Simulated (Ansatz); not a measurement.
# Molecular dynamics of AgB₂

The computed numbers are results of PBE, scalar-relativistic (no spin polarisation) in the plane-wave PAW code Ansatz at 420 eV, Γ-centred 3×3×4 mesh, 0.05 eV Gaussian smearing; PAW files: Ansatz's generated set soft_2.

The chain of runs began from a cell as deposited in COD, expanded in volume.

A 2×2×1 supercell of the crystal, at a volume where it isn’t at zero pressure (12 atoms) starts from its ideal positions with Maxwell–Boltzmann velocities for 1200 K; NVT with a Nosé–Hoover thermostat, time step 3.0 fs.

```yaml
crystal:
  lattice:
    - [6.0417356077, -1.0e-10, 0.0]
    - [-3.0208678038, 5.2322965193, 0.0]
    - [0.0, 0.0, 4.0627521784]
  atoms:
    - { symbol: Ag, position: [0.0, 0.0, 0.0] }
    - { symbol: B, position: [0.1666666667, 0.3333333333, 0.5] }
    - { symbol: B, position: [0.3333333333, 0.1666666667, 0.5] }
    - { symbol: Ag, position: [0.0, 0.5, 0.0] }
    - { symbol: B, position: [0.1666666667, 0.8333333333, 0.5] }
    - { symbol: B, position: [0.3333333333, 0.6666666667, 0.5] }
    - { symbol: Ag, position: [0.5, 0.0, 0.0] }
    - { symbol: B, position: [0.6666666667, 0.3333333333, 0.5] }
    - { symbol: B, position: [0.8333333333, 0.1666666667, 0.5] }
    - { symbol: Ag, position: [0.5, 0.5, 0.0] }
    - { symbol: B, position: [0.6666666667, 0.8333333333, 0.5] }
    - { symbol: B, position: [0.8333333333, 0.6666666667, 0.5] }
basis:
  ecutwfc: 420
  ecutrho_ratio: 4
kpoints:
  mp_grid: { grid: [3, 3, 4] }
hamiltonian:
  xc: pbe
scf:
  occupations: { method: gaussian, width: 0.05 }
output:
  forces: true
  stress: true
  eigenvalues: true
md:
  timestep: 3.0
  n_steps: 30
  ensemble: nvt_nose_hoover
  temperature: 1200
  initial_velocities: maxwell_boltzmann
  seed: 98900
```

Launched as:
```sh
ansatz run input.yaml --threads 8 --pin off --max-ram 12288MiB --backend cpu --events-out ev --progress --plain --runs-dir out
```

Q: How do temperature, potential energy and pressure develop over the first steps?

A: Kinetic energy flows into the lattice: the temperature goes from 1200 K to a minimum of 448 K at 75 fs and stands at 651 K after 90 fs, with the potential energy 91 meV/atom over the start. Starting from the bottom of their wells, the modes swing together and trade kinetic for potential energy, and the thermostat adds or takes energy besides: kinetic plus potential energy has changed by 26 meV/atom at the last step. The run is far too short for thermal averages. The temperature counts 3N − 3 degrees of freedom, and the pressure holds the kinetic part.

| t (fs) | T (K) | E_pot − E_pot(0) (meV/atom) | P (GPa) | rms shift (Å) | drift of the conserved energy (meV/atom) |
| --- | --- | --- | --- | --- | --- |
| 0.0 | 1200 | 0.0 | 2.08 | 0.000 | 0.00 |
| 6.0 | 942 | 31.1 | 2.86 | 0.079 | 0.54 |
| 12.0 | 624 | 70.2 | 3.64 | 0.135 | 1.82 |
| 18.0 | 679 | 62.8 | 3.36 | 0.166 | 0.58 |
| 24.0 | 620 | 71.0 | 4.14 | 0.190 | 1.06 |
| 30.0 | 592 | 75.1 | 5.04 | 0.208 | 1.04 |
| 36.0 | 657 | 68.4 | 4.89 | 0.219 | 0.84 |
| 42.0 | 703 | 64.8 | 4.00 | 0.228 | 1.17 |
| 48.0 | 750 | 60.7 | 3.22 | 0.239 | 0.67 |
| 54.0 | 660 | 73.9 | 3.72 | 0.255 | 0.99 |
| 60.0 | 601 | 83.3 | 4.67 | 0.271 | 1.21 |
| 66.0 | 650 | 79.1 | 5.16 | 0.284 | 0.35 |
| 72.0 | 492 | 101.7 | 6.23 | 0.298 | 1.67 |
| 78.0 | 516 | 100.7 | 6.16 | 0.305 | 1.17 |
| 84.0 | 651 | 87.7 | 5.32 | 0.307 | 1.05 |
| 90.0 | 651 | 91.5 | 5.75 | 0.311 | 1.09 |

Positions (Å) and forces (eV/Å) at t = 75.0 fs:

```xyz
12
Lattice="6.042 0.000 0.000 -3.021 5.232 0.000 0.000 0.000 4.063" Properties=species:S:1:pos:R:3:forces:R:3 pbc="T T T"
Ag   -0.052    0.171    0.102   -0.136   -0.219    0.256
B    -0.012    1.409    2.135   -0.412    0.515    0.057
B     1.540    0.556    2.077   -0.123    0.843   -0.748
Ag   -1.547    2.627    0.269    0.318   -0.067   -0.168
B    -1.562    4.096    2.171    2.319    0.851    0.034
B     0.175    3.143    2.038   -2.191   -0.438   -0.271
Ag    2.916   -0.051   -0.196    0.337   -0.339    0.961
B     2.946    1.494    1.974   -0.102   -0.058    0.437
B     4.450    0.783    2.190    1.156   -0.735   -0.894
Ag    1.694    2.699   -0.225   -0.497   -0.404    1.461
B     1.509    3.974    1.897    1.562    1.584    0.223
B     3.134    3.346    2.276   -2.230   -1.532   -1.349
```

It took about 14 core-minutes on a shared host.

The k-mesh is coarse, so small energy differences aren't converged.
